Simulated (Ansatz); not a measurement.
BaO:
```
BaO
1.0
    3.74644     0.00000     0.00000
   -1.87322     3.24451     0.00000
    0.00000     0.00000     6.53816
Ba O
2 2
Direct
  0.33333   0.66667   0.25000
  0.66667   0.33333   0.75000
  0.00000   0.00000   0.50000
  0.00000   0.00000   0.00000
```

PBEsol (plane waves, PAW; program Ansatz) gives a gap of 2.44 eV without spin–orbit coupling, maximum at H, minimum at M.

### Question
What happens when spin–orbit coupling is switched on?

### Answer
The gap falls by 0.04 eV, to 2.40 eV; maximum at H, minimum at M.

### Question
Give the electron effective mass with spin–orbit coupling.

### Answer
0.43, 0.43, 0.95 mₑ (principal values).

### Question
Give the hole effective mass with spin–orbit coupling.

### Answer
0.84, 1.3, 1.3 mₑ (principal values).

Space group P6_3/mmc (NiAs type). The first step of the workflow began from a Materials Project structure, measured or hypothetical; the Crystallography Open Database copy checked does not list it. It is not the phase usual at ambient conditions (space group No. 225). The PBEsol relaxation kept the symmetry of its start; its stability against distortions is not shown here.

Potentials: the later of the program's two PAW sets.
